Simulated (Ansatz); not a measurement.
The relaxed structure here is a generated cell of AlNi: the first start was made by a random draw of sites in a space group, and the end was not matched to a known phase here, so it may be hypothetical. Known forms of AlNi include space group No. 221.

A relaxed structure of AlNi. These are r2SCAN (plane waves to 500 eV, PAW, scalar-relativistic; Ansatz, a first-principles code) values and carry that method's errors.

```
CELL_PARAMETERS angstrom
      6.60187     0.00000     0.00000
      0.00000     1.33073     4.39598
      0.00000    -1.33073     4.39598
ATOMIC_POSITIONS crystal
  Al 0.77777 0.48665 0.48665
  Al 0.22223 0.48665 0.48665
  Al 0.00000 0.75638 0.75638
  Ni 0.50000 0.90032 0.90032
  Ni 0.69342 0.20760 0.20760
  Ni 0.30658 0.20760 0.20760
```

Problem. Determine the symmetry and give the standard cell with its independent sites.

Solution. Space group Amm2 (No. 38); a = 6.6019 Å, b = 2.6615 Å, c = 8.7920 Å, α = β = γ = 90.00°

| atom | site | symmetry | x | y | z |
|---|---|---|---|---|---|
| Al | 4c | .m. | 0.2222 | 0.0000 | 0.4866 |
| Al | 2a | mm2 | 0.0000 | 0.0000 | 0.7564 |
| Ni | 2b | mm2 | 0.5000 | 0.5000 | 0.4003 |
| Ni | 4c | .m. | 0.3066 | 0.0000 | 0.2076 |

Problem. Give the shortest distances between elements (the closest pairs, up to four, under 3.6 Å).

Solution. Al–Ni 2.39 Å; Ni–Ni 2.50 Å; Al–Al 2.66 Å.

```json
{
 "volume_per_atom": "12.87 Å³",
 "band_gap": "zero (metallic)",
 "magnetic_moment": "zero (the starting moments vanished)"
}
```

No spin polarisation in the result: the starting moments vanished. A magnetic state may lie lower.

The run could not lose the symmetry of its start: the end is stationary, and may be a saddle point rather than a minimum.
